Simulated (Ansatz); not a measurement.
## Structures of Hf2Ti: which is lowest?

Plane-wave DFT in Ansatz with scalar-relativistic PAW potentials, cutoff 420 eV, Γ-centred meshes chosen by cell and gap, Gaussian smearing with energies taken to zero width. Every cell was relaxed (cell and atoms) in a run of its own, within the symmetry of its start. Functional: PBE.

Relaxed structures (starts from databases or built by putting these elements on another compound's sites):
A. Fd-3m, 6 atoms in the computed cell, a = 8.071 Å; sites (symmetry × multiplicity) Hf .-3m × 16, Ti -43m × 8; start: built
B. P6/mmm, 3 atoms in the computed cell, a = 4.881 Å, c = 2.986 Å; sites (symmetry × multiplicity) Hf -6m2 × 2, Ti 6/mmm × 1; start: built

**Question.** Rank them by energy. Could pressure change the order?

**Answer.**
| structure | group | E − E(lowest) (meV/atom) | V (Å³/atom) | gap on mesh (eV) |
| --- | --- | --- | --- | --- |
| B | P6/mmm | 0.0 | 20.54 | 0.00 |
| A | Fd-3m | 434 | 21.91 | 0.00 |

B is lowest, 434 meV/atom under A. The lowest is also the densest of these, so pressure wouldn't bring one of the others in at first order. Other structures may lie lower than all of these, and vibrations aren't counted.

Spin-orbit coupling is left out, which matters for the bands of heavy elements.